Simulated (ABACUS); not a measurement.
Set-up for a self-consistent single point of Ti (P1, 4 atoms in the cell; from Materials Project mp-46, changed as shown).

```
CELL_PARAMETERS angstrom
      2.93573     0.00000     0.00000
      0.00000     5.08483     0.00000
      0.00000     0.00000     4.64086
ATOMIC_POSITIONS crystal
  Ti 0.98720 0.33619 0.25413
  Ti 0.50074 0.16053 0.74155
  Ti 0.51454 0.83283 0.25043
  Ti 0.99752 0.67045 0.75389
```

All values come from this method and carry its errors: PBEsol, numerical atomic orbitals DZP (confined pseudo-atomic orbitals with Gaussian additions; energy shift 0.01 Ry), PseudoDojo 0.4 standard norm-conserving PBEsol (tails mended) pseudopotentials (ABACUS).

ABACUS settings:

* **basis**: DZP numerical atomic orbitals, energy shift 0.01 Ry
* **KPT**: Gamma 10 6 6 0 0 0
* **basis_type**: lcao
* **dft_functional**: PBESOL
* **ecutwfc**: 100 Ry
* **smearing_method**: fd
* **smearing_sigma**: 0.00367493 Ry
* **potentials**: PseudoDojo 0.4 standard norm-conserving PBEsol (tails mended)
* **symmetry**: 1
* **symmetry_prec**: 1e-05
* **ks_solver**: genelpa
* **scf_nmax**: 100
* **scf_thr**: 1.0e-07
* **mixing_type**: broyden

Question: Estimate, at this level of theory: pressure and largest force (vector length).

Answer: The run gave:

| Quantity | Value |
|---|---|
| Pressure | -2.96 GPa |
| Largest force (vector length) | 0.379 eV/Å |

For comparison: a first run was changed to give this one (atoms moved at random), and from it to this one the free energy rises by 6.1 meV/atom, the pressure goes from -3.11 to -2.96 GPa and the largest force goes from under 0.1 to 0.38 eV/Å.

The atom-centred basis is finite, which shifts total energies, pressures and forces against plane waves. The structure comes from a collection of computed structures, made at another level of theory; the collection holds predicted forms beside known ones.

Cost on one core: about 40 core-seconds (a rough figure).

The atomic orbitals were generated for these runs; they are not ABACUS's published sets and were checked against plane waves on a few crystals only.

“Tails mended”: in these copies of the files the far tail of each local potential was reset to the Coulomb form.
